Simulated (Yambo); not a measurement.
```
CELL_PARAMETERS angstrom
      0.00000     4.35663     4.35663
      4.35663     0.00000     4.35663
      4.35663     4.35663     0.00000
ATOMIC_POSITIONS crystal
  Li 0.50000 0.50000 0.50000
  F  0.74819 0.25181 0.25181
  F  0.25181 0.74819 0.74819
  F  0.25181 0.74819 0.25181
  F  0.74819 0.25181 0.74819
  F  0.25181 0.25181 0.74819
  F  0.74819 0.74819 0.25181
  Rb 0.75000 0.75000 0.75000
  Rb 0.25000 0.25000 0.25000
  Y  0.00000 0.00000 0.00000
```

Response from Yambo on PBEsol (Quantum ESPRESSO, PseudoDojo norm-conserving, 84 Ry, without SOC) bands: 4×4×4 mesh, 133 bands, 3 Ry local-field block, 0.2 eV broadening.

Task: Give the static electronic dielectric constant without and with local fields.

Result: 
| field along | ε(0), independent particles | ε(0), RPA with local fields | refractive index √ε |
|---|---|---|---|
| x | 2.33 | 2.13 | 1.46 |
Electronic (clamped-ion) response only. PBEsol gaps are usually too small, which raises these values. Convergence of the RPA response with its 4×4×4 mesh was not tested.

Geometry of the Materials Project entry, not relaxed at this level.

The structure is a Materials Project entry; no match was found in the copy of COD used, and its stability was not checked.
